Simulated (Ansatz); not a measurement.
# WC: energy along a strain

WC, Fm-3m, a = 4.385 Å (as given, not relaxed at this level: -10.1 GPa). This isn't the usual stable structure of the compound. Ansatz: PBEsol, PAW, 420 eV, Γ-centred 18×18×18 mesh on 2 atoms, Gaussian smearing 0.15 eV; no spin polarisation. Cell vectors (Å): 0.000 2.193 2.193; 2.193 0.000 2.193; 2.193 2.193 0.000. The cell is strained by x per cent times the pattern (0 0 0 1 0 0) in the order xx yy zz yz xz xy (engineering shears), with fractional coordinates held. y is the free energy over the start, V0 = 10.542 Å³/atom. Symmetry makes y even in x.

| x (%) | y (meV/atom) |
| --- | --- |
| -2.00 | ? |
| -1.00 | 0.47 |
| 0.00 | 0.00 |
| 0.25 | 0.03 |
| 0.50 | 0.12 |
| 0.75 | 0.27 |
| 1.25 | 0.73 |
| 1.50 | 1.05 |
| 1.75 | 1.41 |

**Question.** Fit y = c2 x² + c4 x⁴ to the other rows, get the stiffness along the pattern, and predict the missing energy.

**Answer.** Least squares on the rows shown. y = 0.4777 x² − 0.005534 x⁴. The clamped-ion stiffness p·C·p = 2 × 4.777 eV × 160.2 / 10.542 Å³ = 145 GPa, which is C44 in these axes (second derivative at the start, which stands under stress). At x = -2.00 the fit asked for gives 1.82 meV/atom. The run gave 1.82 meV/atom, the same to the digits shown.

Spin–orbit coupling is left out, which can shift energies with elements as heavy as these.